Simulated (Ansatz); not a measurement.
Question: Each is relaxed and computed with r²SCAN in the plane-wave PAW code Ansatz. Which is the only metal?
A. Rb2VAgS4, Fddd (Rb on 16g, V on 8a, Ag on 8b, S on 32h)
B. BAs, zinc blende
C. Cs2RbAsF6, Fm-3m (Cs on 8c, Rb on 4b, As on 4a, F on 24e)
D. EuAgAs, P6_3/mmc (Eu on 2a, As on 2c, Ag on 2d)

Answer: D, EuAgAs, P6_3/mmc (Eu on 2a, As on 2c, Ag on 2d). EuAgAs: metal; Rb2VAgS4: gap 1.58 eV (indirect); BAs: gap 1.37 eV (indirect); Cs2RbAsF6: gap 4.90 eV (indirect). Caveat: open 4f shells can settle in a state that is not the lowest. Spin orders computed, not proven ground states: EuAgAs, P6_3/mmc (Eu on 2a, As on 2c, Ag on 2d) ferromagnetic. Standing as an ambient phase not checked: EuAgAs, P6_3/mmc (Eu on 2a, As on 2c, Ag on 2d); Rb2VAgS4, Fddd (Rb on 16g, V on 8a, Ag on 8b, S on 32h); Cs2RbAsF6, Fm-3m (Cs on 8c, Rb on 4b, As on 4a, F on 24e). All cells were relaxed under the symmetry of their starts (and spin orders); stability against distortions was not tested throughout. Rows with no word on spin ran without spin polarisation. No Hubbard U is applied. Spin–orbit coupling is left out wherever it is not named.

Potentials: the later of the program's two PAW sets.
